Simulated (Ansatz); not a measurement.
A geometry of NbRu away from equilibrium: step 24 of the relaxation of a relaxed NbRu cell, doubled along one cell vector, shaken by Gaussian noise of σ = 0.08 Å a coordinate. All values below come from PBEsol (plane waves to 420 eV, PAW, scalar-relativistic; Ansatz, a first-principles code). Γ-centred k-mesh 10×10×5 on the run's cell (coarser than for final values), Fermi–Dirac smearing 0.05 eV.

```xyz
4
Lattice="0.6649 2.1385 2.4229 3.7483 -0.3788 3.4665 5.3366 4.2043 1.4024" Properties=species:S:1:pos:R:3:forces:R:3 pbc="T T T" free_energy=-20624.213 pressure_GPa=4.5
Nb     4.7675     3.4621     4.4816   -0.0045   -0.0017   -0.0006
Nb     8.3933     5.4923     6.0233    0.0045    0.0017    0.0006
Ru     0.4504    -0.7187     0.5301   -0.0025    0.0006   -0.0018
Ru     2.2957     1.5707     0.2602    0.0025   -0.0007    0.0019
```

Positions in Å, forces in eV/Å, free energy of the cell in eV (comparable only within this code, potentials and settings). Largest force: all forces are below 0.005 eV/Å; the geometry lies 0.04 eV/atom above the end of its relaxation.

No spin polarisation in the result.

The end of the path is a generated cell of NbRu: the first start was made by placing the elements on the sites of a structure type, and the end was not matched to a known phase here, so it may be hypothetical.
